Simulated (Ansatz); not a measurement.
EuAl2:
```yaml
crystal:
  lattice:
    - [0.00000, 4.02124, 4.02124]
    - [4.02124, 0.00000, 4.02124]
    - [4.02124, 4.02124, 0.00000]
  atoms:
    - { symbol: Al, position: [0.12500, 0.12500, 0.12500] }
    - { symbol: Al, position: [0.62500, 0.12500, 0.12500] }
    - { symbol: Al, position: [0.12500, 0.12500, 0.62500] }
    - { symbol: Al, position: [0.12500, 0.62500, 0.12500] }
    - { symbol: Eu, position: [0.50000, 0.50000, 0.50000] }
    - { symbol: Eu, position: [0.75000, 0.75000, 0.75000] }
```
The run is spin-polarised; directions of the spins, atom by atom: 0 0 0 0 ↑ ↑.

Relaxed with r²SCAN.

Give the Bader charges and basin volumes of the independent atoms, plane-wave PAW r²SCAN (Ansatz code).



```json
[
 {"atom": "Al1", "Bader charge (e)": "-0.54", "Bader volume (Å³)": "22.2"},
 {"atom": "Eu5", "Bader charge (e)": "+1.07", "Bader volume (Å³)": "20.6"}
]
```

Space group Fd-3m (cubic Laves (MgCu2 type)). The workflow started from an entry of the Crystallography Open Database (COD). Whether it is the stable phase at ambient conditions was not checked. The r²SCAN relaxation kept the symmetry of its start; whether a distortion lowers the energy is not shown. Spin order of the final state: ferromagnetic, chosen from 2 collinear starts compared on coarse meshes (ties went to the first, and starts can fall back to one state), not a proven ground state. The 4f shell is in the valence, and the state reached may lie above the lowest one. Other orbital occupations within this spin state were not tried. No Hubbard U is applied. Spin–orbit coupling is left out wherever it is not named.

Potentials: the later of the program's two PAW sets.
